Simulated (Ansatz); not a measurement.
**Collinear states of NiSn3**

Method: DFT r2SCAN, scalar-relativistic, plane waves, PAW in Ansatz.

```yaml
crystal:
  lattice:
    - [4.49126, 0.00000, 0.00000]
    - [0.00000, 4.49126, 0.00000]
    - [0.00000, 0.00000, 4.49126]
  atoms:
    - { symbol: Sn, position: [0.00000, 0.50000, 0.50000] }
    - { symbol: Sn, position: [0.50000, 0.00000, 0.50000] }
    - { symbol: Sn, position: [0.50000, 0.50000, 0.00000] }
    - { symbol: Ni, position: [0.00000, 0.00000, 0.00000] }
```

```
plane-wave cutoff                               : 500 eV
Γ-centred k-mesh                                : 10×10×10
occupation rule                                 : Gaussian smearing, 0.1 eV
list of starting moments (μB, in atom order)    : 0 0 0 2.5
check for lower electronic states after the SCF : off
```

All runs keep this geometry, which isn't relaxed for the lowest state (largest force there 0.000 eV/Å, pressure -2.1 GPa) and needn't be a stable compound; relaxing each order can shift differences of a few meV. Site moments are spin moments in atom-centred spheres that scale with the neighbour distance. The states are those that the runs reached from these starts; a lower one can exist. No antiferromagnetic start is among these.

Question: Starts tried: no spin; large parallel starting moments. Which state comes out lowest, and what are the moments?

Answer: All starts lose their moments; the cell is non-magnetic at this level.

```json
{"start": "no spin", "ends": "non-magnetic", "energy above lowest (meV/atom)": "0.00", "site moments (μB)": "none over 0.05", "gap on mesh (eV)": "metal", "P (GPa)": "-2.1"}
{"start": "large parallel starting moments", "ends": "non-magnetic", "energy above lowest (meV/atom)": "0.00", "site moments (μB)": "none over 0.05", "gap on mesh (eV)": "metal", "P (GPa)": "-2.1"}
```

Cost: 2 runs of about 2.6 core-minutes in all, on Intel Xeon Platinum 8488C (Sapphire Rapids) (shared hosts).